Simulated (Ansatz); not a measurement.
CaB6:
```xyz
7
Lattice="4.1480 0.0000 0.0000 0.0000 4.1480 0.0000 0.0000 0.0000 4.1480" Properties=species:S:1:pos:R:3 pbc="T T T"
Ca     2.0740     2.0740     2.0740
B      0.0000     0.0000     1.2368
B      0.0000     0.0000     2.9112
B      1.2368     0.0000     0.0000
B      2.9112     0.0000     0.0000
B      0.0000     1.2368     0.0000
B      0.0000     2.9112     0.0000
```

Relaxed with PBE.

Tabulate the valence density and the electron localisation function along the shortest B–B contact (1.67 Å), PBE in the plane-wave PAW code Ansatz.



```tsv
distance from B (Å)	density (e/Å³)	ELF
0.17	0.45	0.01
0.25	0.64	0.10
0.33	0.82	0.33
0.42	0.95	0.64
0.50	1.03	0.82
0.59	1.05	0.91
0.67	1.04	0.94
0.75	1.03	0.96
0.84	1.02	0.96
0.92	1.03	0.96
1.00	1.04	0.94
1.09	1.05	0.91
1.17	1.03	0.82
1.26	0.95	0.64
1.34	0.82	0.33
1.42	0.64	0.10
1.51	0.45	0.01
```

The density is the valence pseudo-density with augmentation charge, so density and ELF within about 1 Å of a nucleus are not all-electron values.

Space group Pm-3m. Symmetry was held in the PBE relaxation.

Potentials: the later of the program's two PAW sets.
